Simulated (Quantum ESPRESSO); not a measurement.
## Band energies of Ca2RuH6

```xyz
9
Lattice="0.0000 3.5967 3.5967 3.5967 0.0000 3.5967 3.5967 3.5967 0.0000" Properties=species:S:1:pos:R:3 pbc="T T T"
H      3.5967     3.5967     5.4878
H      3.5967     3.5967     1.7055
H      5.4878     3.5967     3.5967
H      1.7055     3.5967     3.5967
H      3.5967     5.4878     3.5967
H      3.5967     1.7055     3.5967
Ca     5.3950     5.3950     5.3950
Ca     1.7983     1.7983     1.7983
Ru     0.0000     0.0000     0.0000
```

PBEsol (pw.x of Quantum ESPRESSO, ONCV potentials, without SOC); path ΓXWKΓLUWLK,UX; energies in eV from the valence-band maximum.

```
k (1/Å)  point  band 17  band 18  band 19  band 20  band 21  band 22  band 23  band 24
-------  -----  -------  -------  -------  -------  -------  -------  -------  -------
0.00         Γ    -1.84    -1.84    -0.14    -0.14    -0.14     4.14     4.14     5.85
0.22              -1.79    -1.79    -0.21    -0.12    -0.12     4.02     4.08     6.22
0.44              -1.68    -1.68    -0.39    -0.08    -0.08     3.37     3.93     5.27
0.66              -1.57    -1.57    -0.60    -0.03    -0.03     2.62     3.75     4.67
0.87         X    -1.52    -1.52    -0.69    -0.01    -0.01     2.34     3.66     4.47
1.09              -1.88    -1.48    -0.44    -0.04     0.00     2.59     3.82     4.33
1.31         W    -2.42    -1.44    -0.16    -0.16     0.00     2.92     4.13     4.13
1.31         K    -2.20    -1.22    -0.35    -0.05    -0.02     2.74     3.99     4.35
1.68              -1.97    -1.10    -0.19    -0.13    -0.11     3.57     3.92     4.67
1.87              -1.80    -1.38    -0.23    -0.14    -0.11     3.93     3.99     5.33
2.05              -1.81    -1.70    -0.17    -0.14    -0.13     4.09     4.09     6.17
2.24         Γ    -1.84    -1.84    -0.14    -0.14    -0.14     4.14     4.14     5.85
2.43              -1.73    -1.73    -0.17    -0.14    -0.14     4.10     4.10     6.16
2.61              -1.46    -1.46    -0.23    -0.13    -0.13     4.02     4.02     5.33
2.80              -1.17    -1.17    -0.28    -0.12    -0.12     3.98     3.98     4.54
2.99         L    -1.05    -1.05    -0.29    -0.12    -0.12     4.00     4.00     4.24
3.17              -1.35    -1.07    -0.21    -0.12    -0.11     3.48     4.03     4.69
3.35              -1.93    -1.11    -0.24    -0.08    -0.06     3.02     4.11     4.38
3.53         U    -2.20    -1.22    -0.35    -0.05    -0.02     2.74     3.99     4.35
3.84         W    -2.42    -1.44    -0.16    -0.16     0.00     2.92     4.13     4.13
3.99              -2.21    -1.31    -0.16    -0.16    -0.02     2.97     4.10     4.22
4.15              -1.75    -1.14    -0.16    -0.15    -0.06     3.17     4.05     4.46
4.45         L    -1.05    -1.05    -0.29    -0.12    -0.12     4.00     4.00     4.24
4.56              -1.17    -1.06    -0.25    -0.12    -0.11     3.71     4.01     4.54
4.67              -1.46    -1.07    -0.20    -0.12    -0.10     3.38     4.04     4.63
4.88              -2.14    -1.15    -0.28    -0.07    -0.04     2.89     4.10     4.32
4.99         K    -2.20    -1.22    -0.35    -0.05    -0.02     2.74     3.99     4.35
4.99         U    -2.20    -1.22    -0.35    -0.05    -0.02     2.74     3.99     4.35
5.30         X    -1.52    -1.52    -0.69    -0.01    -0.01     2.34     3.66     4.47
```

The PBEsol gap is 2.34 eV and nearly direct: the edges lie at W and X, the smallest direct gap within 0.02 eV of it. Another valence extremum on the path lies within 0.02 eV, too close to call.

Spin-orbit splittings are left out.

Geometry of the Materials Project entry, not relaxed at this level.

The structure is a Materials Project entry; no match was found in the copy of COD used, and its stability was not checked.
